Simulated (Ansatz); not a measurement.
SiGe: zone-centre modes

All numbers below come from DFT r2SCAN, scalar-relativistic, plane waves, PAW (Ansatz). Cutoff 500 eV, Γ-centred 12×12×4 k-points, Gaussian smearing of 0.05 eV. No spin polarisation.

The starting cell (as given, not relaxed at this level, and it needn't be the usual structure):

```xyz
4
Lattice="3.9045 0.0000 0.0000 -1.9522 3.3814 0.0000 0.0000 0.0000 6.4508" Properties=species:S:1:pos:R:3 pbc="T T T"
Si    1.9522    1.1271    5.6419
Si    0.0000    2.2542    2.4165
Ge    1.9522    1.1271    3.2279
Ge    0.0000    2.2542    0.0025
```

Harmonic modes by finite displacements of 0.02 Å, without the LO–TO term.

Task: At this geometry, is the structure stable against these modes?

Result: Yes: no mode is imaginary beyond 10 cm⁻¹, and only the three translations lie near zero.

Task: List the wavenumbers in cm⁻¹.

Result: 0, 0, 0, 78, 78, 237, 393, 400, 400, 412, 413, 413.

Cost: 1 run of about 3.3 core-minutes, on AMD EPYC 7R32 (Zen 2) (shared hosts).